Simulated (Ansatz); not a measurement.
Clamped-ion strain scan in YSe

Computed with DFT r2SCAN, scalar-relativistic, plane waves, PAW in Ansatz. Cutoff 500 eV, Γ-centred 14×14×14 k-points, Gaussian smearing of 0.15 eV. No spin polarisation. Energies are free energies at this smearing, counted from the undisturbed cell; pressure is positive in compression.

Reference structure (as given, not relaxed at this level; it stands at 0.5 GPa, and it needn't be the usual structure):

```
CELL_PARAMETERS angstrom
0.00000 2.87500 2.87500
2.87500 0.00000 2.87500
2.87500 2.87500 0.00000
ATOMIC_POSITIONS crystal
Y 0.00000 0.00000 0.00000
Se 0.50000 0.50000 0.50000
```

The cell is strained by ε times the Voigt pattern (1, 1, 0, 0, 0, 0) (xx, yy, zz, yz, xz, xy; engineering shear) with fractional coordinates fixed. The cell is metallic on the mesh throughout.

| ε | ΔE (meV/atom) | stress summed along the pattern (GPa, tension positive) | pressure (GPa) |
| --- | --- | --- | --- |
| -0.0600 | 165.7 | -43.05 | 15.5 |
| -0.0450 | ? | ? | 10.7 |
| -0.0300 | 39.1 | ? | ? |
| -0.0150 | ? | -8.70 | ? |
| 0.0000 | 0.0 | -0.91 | 0.5 |
| 0.0150 | 5.4 | 5.46 | -1.9 |
| 0.0300 | 23.9 | 10.63 | -3.8 |
| 0.0450 | 53.4 | 14.78 | -5.4 |
| 0.0525 | 71.7 | 16.50 | -6.1 |
| 0.0600 | 92.0 | 17.99 | -6.7 |

Give the withheld values.

ΔE (meV/atom) at ε = -0.0450: 89.7; stress summed along the pattern (GPa, tension positive) at ε = -0.0450: -29.48; stress summed along the pattern (GPa, tension positive) at ε = -0.0300: -18.13; pressure (GPa) at ε = -0.0300: 6.7; ΔE (meV/atom) at ε = -0.0150: 10.3; pressure (GPa) at ε = -0.0150: 3.3.